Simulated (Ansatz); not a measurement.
Data sheet: TaW (DFT)

TaW:
```cif
data_TaW
_chemical_formula_sum 'Ta1 W1'
_space_group_name_H-M_alt 'P 1'
_space_group_IT_number 1
_cell_length_a 3.75695
_cell_length_b 3.75695
_cell_length_c 3.75695
_cell_angle_alpha 60.000
_cell_angle_beta 60.000
_cell_angle_gamma 60.000
loop_
_space_group_symop_operation_xyz
  'x, y, z'
loop_
_atom_site_label
_atom_site_type_symbol
_atom_site_fract_x
_atom_site_fract_y
_atom_site_fract_z
_atom_site_occupancy
Ta1 Ta 0.00000 0.00000 0.00000 1
W1 W 0.50000 0.50000 0.50000 1
```

Space group Fm-3m (No. 225), rock salt; conventional cell a = b = c = 5.313 Å, α = β = γ = 90.00°.

Method: PBEsol (plane waves, PAW; program Ansatz). Structure relaxed to zero pressure with the same functional. Other levels are named where they apply.

Cell and energy:

```json
{
  "volume_per_atom": "18.75 Å³",
  "density": "16.15 g/cm³",
  "Formation energy from the elements (no fitted shifts)": "1.23 eV/atom"
}
```

Electronic structure:

```json
{
  "electronic_character": "metallic (no gap)",
  "Density of states at the Fermi level": "0.44 states/eV per atom (mean over ±0.08 eV)",
  "Gap with spin–orbit coupling": "none (metallic)"
}
```

Mechanics:

```json
{
  "Bulk modulus (Birch–Murnaghan fit)": "193 GPa",
  "Pressure derivative B′": "4.0",
  "Elastic constants (relaxed ions, GPa)": "C11 = 513, C12 = 32.4, C44 = -91.0",
  "mechanical_stability": "unstable (C has a negative eigenvalue)"
}
```

Phonons:

```json
{
 "highest_zone_centre_frequency": "226 cm⁻¹",
 "zone_centre_stability": "no imaginary mode at Γ"
}
```

The start of the workflow was typed in or built on a structure type; neither database checked (COD, Materials Project) lists it. Whether it is the stable phase at ambient conditions was not checked. The PBEsol relaxation kept the symmetry of its start. No spin polarisation was allowed. Its formation energy is positive at this level, so the cell may be metastable or incomplete. As this level gives no gap, shear constants depend on the k-mesh and smearing (Fermi–Dirac, 0.1 eV here). As this level gives no gap, phonon frequencies hold no LO–TO term and depend on the k-mesh and smearing (Fermi–Dirac, 0.1 eV here). The references are the lowest solids computed at this level, not always the standard phases. Scalar-relativistic: spin–orbit coupling is off unless named, which matters more the heavier the elements.

Potentials: the earlier of the program's two PAW sets. The files were generated under PBE; for other functionals the program regenerates the frozen cores, and for LDA and PBEsol the local potential too.
